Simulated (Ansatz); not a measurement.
**Ta₂Nb₃B: rattling a relaxed structure**

The structure comes from a proposed guess, relaxed at this level; another structure or a mixture of phases may lie lower.

Level of theory: Ansatz 0.2.0, DFT PBE, scalar-relativistic, plane waves, PAW. Plane waves to 420 eV, a k mesh through Γ of 14×14×14 on the computed 6-atom cell and Gaussian smearing (0.10 eV); no spin polarisation.

The cell below (6 atoms, space group I4/mmm (No. 139)) is relaxed within its symmetry.

```
Ta Nb B
1.0
    -1.63651    1.63651    9.37104
     1.63651   -1.63651    9.37104
     1.63651    1.63651   -9.37104
Ta Nb B
2 3 1
Direct
  0.79351 0.79351 0.00000
  0.20649 0.20649 0.00000
  0.61781 0.61781 0.00000
  0.38219 0.38219 0.00000
  0.00000 0.00000 0.00000
  0.50000 0.50000 0.00000
```

For the test a repeat of it with 12 atoms (edges 3.27, 6.55, 9.65 Å) was strained at random (σ = 1.5 % a component), the atoms were moved at random (σ = 0.15 Å), and all was relaxed again on a coarse 6×4×6 mesh (in the run’s order of axes) with 0.20 eV smearing, with no symmetry imposed.

Spin–orbit coupling, which can matter for Ta, is left out.

Q: What happens?

A: It returns, within 1 meV/atom of the unmoved cell on that mesh and with the same symmetry when read at 0.1 Å (Immm at 0.01 Å, so small strains and shifts remain). No instability shows in this cell; modes of other wave vectors, which need another repeat, aren't tested.
